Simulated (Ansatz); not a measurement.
# Computed properties of Si$_{3}$N$_{4}$

Si3N4:
```
CELL_PARAMETERS angstrom
      0.00000     3.89426     3.89426
      3.89426     0.00000     3.89426
      3.89426     3.89426     0.00000
ATOMIC_POSITIONS crystal
  Si 0.62500 0.62500 0.12500
  Si 0.62500 0.12500 0.62500
  Si 0.62500 0.62500 0.62500
  Si 0.12500 0.62500 0.62500
  Si 0.25000 0.25000 0.25000
  Si 0.00000 0.00000 0.00000
  N  0.86754 0.86754 0.86754
  N  0.85262 0.38246 0.38246
  N  0.86754 0.86754 0.39738
  N  0.38246 0.85262 0.38246
  N  0.39738 0.86754 0.86754
  N  0.38246 0.38246 0.38246
  N  0.86754 0.39738 0.86754
  N  0.38246 0.38246 0.85262
```

Space group Fd-3m (No. 227); conventional cell a = b = c = 7.7885 Å, α = β = γ = 90.00°.

Method: PBE (plane waves, PAW; program Ansatz). Structure relaxed to zero pressure with the same functional. Other levels are named where they apply.

**Cell and energy**

```
Item                                                           Value
-----------------------------------------------------  -------------
Volume per atom                                              8.44 Å³
Density                                                   3.94 g/cm³
Formation energy from the elements (no fitted shifts)  -907 meV/atom
```

**Electronic structure**

```
Quantity                                                                                              Value
------------------------------------------------  ---------------------------------------------------------
Band gap                                                                                 3.34 eV (indirect)
Valence-band maximum                                                on the K–Γ line, 54 % of the way from K
Conduction-band minimum                                                                                at Γ
Smallest direct gap on the standard path                                                            3.38 eV
Electron effective mass, band 1 of 3 at the edge  0.59 along [100], 0.47 along [110], 0.44 along [111] (mₑ)
Electron effective mass, band 2 of 3 at the edge  0.33 along [100], 0.38 along [110], 0.36 along [111] (mₑ)
Electron effective mass, band 3 of 3 at the edge  0.33 along [100], 0.33 along [110], 0.36 along [111] (mₑ)
```

**Mechanics**

```
Property                               Result
----------------------------------  ---------
Bulk modulus (Birch–Murnaghan fit)  2930 kbar
Pressure derivative B′                    4.2
```

Symmetry was held in the PBE relaxation. The references are the lowest solids computed at this level, not always the standard phases (solids in place of the gases).

Potentials: the earlier of the program's two PAW sets.
